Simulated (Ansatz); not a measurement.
Given:

MoRu:
Space group P4/mmm (No. 123); a = b = 2.7454 Å, c = 3.8066 Å, α = β = γ = 90.00°

```
atom  site  symmetry       x       y       z
----  ----  --------  ------  ------  ------
Ru      1a     4/mmm  0.0000  0.0000  0.0000
Mo      1d     4/mmm  0.5000  0.5000  0.5000
```

This is the PBEsol-relaxed structure.

Problem. All from the program Ansatz at the PBEsol level (PAW), unless another level is named. Predict the density of states at the Fermi level.

Solution. 1.1 states/eV per atom (mean over ±0.08 eV).

Problem. Predict the formation energy from the elements (no fitted shifts).

Solution. 0.064 eV/atom.

The start of the workflow was typed in or built on a structure type; neither database checked (COD, Materials Project) lists it. Its standing as an ambient phase is unchecked. Symmetry was held in the PBEsol relaxation; its stability against distortions is not shown here. The run is not spin-polarised. Axis ratios of metals converge slowly with the k-mesh, so a and c are less sure than the volume. The references are the lowest solids computed at this level, not always the standard phases. Spin–orbit coupling is left out wherever it is not named.

Potentials: the earlier of the program's two PAW sets. The files were generated under PBE; for other functionals the program regenerates the frozen cores, and for LDA and PBEsol the local potential too.
